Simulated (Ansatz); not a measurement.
Suppose HfNb₂O₂ takes space group P6/mmm (No. 191), with Hf on 1b; Nb on 2c; O on 2e.

Level of theory: DFT PBE, scalar-relativistic, plane waves, PAW in Ansatz. Cutoff 420 eV, Γ-centred mesh, Gaussian smearing, no spin polarisation.

The zero of energy is the elements' standard structures at the same level (O₂ as a molecule); no fitted shifts are applied.

Q: Give the relaxed lattice parameters and positions.

A:

Space group P6/mmm (No. 191). a = 4.098 Å, b = 4.098 Å, c = 6.325 Å, α = 90.00°, β = 90.00°, γ = 120.00°
| atom | site | symmetry | x | y | z |
| --- | --- | --- | --- | --- | --- |
| Hf | 1b | 6/mmm | 0.0000 | 0.0000 | 0.5000 |
| Nb | 2c | -6m2 | 0.3333 | 0.6667 | 0.0000 |
| O | 2e | 6mm | 0.0000 | 0.0000 | 0.8132 |

Hf has 2 O at 1.98 Å; Nb has 3 Nb at 2.37 Å and 6 O at 2.64 Å; O has 1 Hf at 1.98 Å, 1 O at 2.36 Å and 6 Nb at 2.64 Å. Another local minimum with the same sites may exist.

Q: Where does its energy lie, and is it a metal?

A: The energy over the elements is +0.08 eV/atom and the gap on the 12×12×6 mesh of the 5-atom cell is 0 eV (a metal). The separate elements lie lower, so it is unstable against them.

The last run used Gaussian smearing of 0.10 eV. These runs have no spin–orbit coupling, which can matter for Hf. The cell is a metal run without spin; a magnetic state may lie lower. A structure relaxed within its symmetry needn't be a true minimum. Another cell of HfNb2O2 relaxed alike, in P-3m1, lies 1.50 eV/atom lower, so this cell isn't the stable form at this level.
